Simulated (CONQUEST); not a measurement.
A self-consistent single point of TiO2 (Pnnm, 6 atoms in the cell; from Materials Project mp-2657, changed as shown) with CONQUEST.

Method: PBE, numerical atomic orbitals double-zeta with polarisation (the shipped basis), PseudoDojo norm-conserving potentials made for PBE run with CONQUEST.

The change in words: lattice vector b scaled by 1.02. Reference geometry (P4_2/mnm):
```
CELL_PARAMETERS angstrom
      4.65826     0.00000     0.00000
      0.00000     4.65826     0.00000
      0.00000     0.00000     2.99679
ATOMIC_POSITIONS crystal
  Ti 0.50000 0.50000 0.00000
  Ti 0.00000 0.00000 0.50000
  O  0.69568 0.69568 0.50000
  O  0.30432 0.30432 0.50000
  O  0.80432 0.19568 0.00000
  O  0.19568 0.80432 0.00000
```

Reference input (self-consistent single point, DFT, PBE, numerical atomic orbitals double-zeta with polarisation (the shipped basis), PseudoDojo norm-conserving potentials made for PBE): basis = DZP; Diag.MPMeshX, Y, Z = 5 5 7; potentials = PseudoDojo norm-conserving PBE; Grid.GridCutoff = 140 Ha; DM.SolutionMethod = diagon; Diag.SmearingType = 1; Diag.kT = 0.000735 Ha; Diag.GammaCentred = true; Diag.MPOrder = 0; minE.SCTolerance = 1.0e-07; SC.MaxIters = 100; SC.LinearMixingFactor = 0.3. This run's input differs from it in these lines:

```diff
@@ -32,3 +32,3 @@
      8.802831838      0.000000000      0.000000000
-     0.000000000      8.802831838      0.000000000
+     0.000000000      8.978888172      0.000000000
      0.000000000      0.000000000      5.663116132
```

Log, with long lists cut:

```
    new_SC_potl: Starting.  Tolerance:  0.10000E-06

    PulayMixSC: Starting Pulay mixing, A_up =  0.300 A_dn =  0.300
    PulayMixSC: Spin non-polarised calculation.
          Harris-Foulkes Energy            :     -5046.753099438620666 eV
          (TS=0 as O(N) or entropic contribution is negligible)
          DFT Total Energy                 :     -5016.958626400608409 eV
          Total number of electrons        :        48.000000000000156
    PulayMixSC: Pulay iteration     1 residual:              0.10070E-01
          Harris-Foulkes Energy            :     -5038.506583236296137 eV
   [... lines left out ...]
          (TS=0 as O(N) or entropic contribution is negligible)
          DFT Total Energy                 :     -5038.267087417494622 eV
          Total number of electrons        :        48.000007938380172
    PulayMixSC: Pulay iteration    10 residual:              0.17882E-06
          Harris-Foulkes Energy            :     -5038.267087418772462 eV
          (TS=0 as O(N) or entropic contribution is negligible)
          DFT Total Energy                 :     -5038.267087418073970 eV
          Total number of electrons        :        48.000007941742652
    PulayMixSC: Pulay iteration    11 residual:              0.74952E-07
    PulayMixSC: Reached SCF tolerance of  0.74952E-07 after     11 iterations
      | Number of electrons      =        48.000008
      |* band energy as 2Tr[K.H] =     -1235.267161168755820 eV
      |  screened ion-ion energy =     -3911.692366815209425 eV
      |  Ha correction           =         1.060436295035547 eV
      |  XC correction           =       107.631996148437622 eV
      |* Harris-Foulkes energy   =     -5038.267087418772462 eV
      |* DFT total energy        =     -5038.267087418073970 eV
      |  estimated accuracy      =        -0.000000000698375 eV

    force: Forces on atoms (eV/a0)
    force:  Atom   X              Y              Z
    force:     1  -0.0000000000  -0.0000000000  -0.0000000000
    force:     2   0.0000000000   0.0000000000  -0.0000000000
   [... lines left out ...]
    force:     6  -0.0748015519   0.1011108140   0.0000000000

    force: Maximum force :        0.10111081(eV/a0) on atom         3 in y direction
    force: Force Residual:        0.10269264 eV/a0
    force: Total stress:          5.28461261     7.79515153     6.85034871 GPa
    force: Average pressure:     -6.64337095 GPa

    force: Finished force
    get_E_and_F: Change in energy during last step of electronic optimisation: -0.92399E-10
```

The run converged in 11 iterations. CONQUEST prints the stress tensor with tension positive. Against the reference run the free energy rises by 7.1 meV/atom, the pressure goes from -2.77 to -6.64 GPa and the largest force goes from 0.138 to 0.238 eV/Å.

The program uses no crystal symmetry, so grid and mesh can part values that symmetry would make equal. The atom-centred basis is finite, which shifts total energies, pressures and forces against plane waves. The structure comes from a collection of computed structures, made at another level of theory; the collection holds predicted forms beside known ones. Its lattice was then scaled.

Cost on one core: about 3 core-minutes (a rough figure).
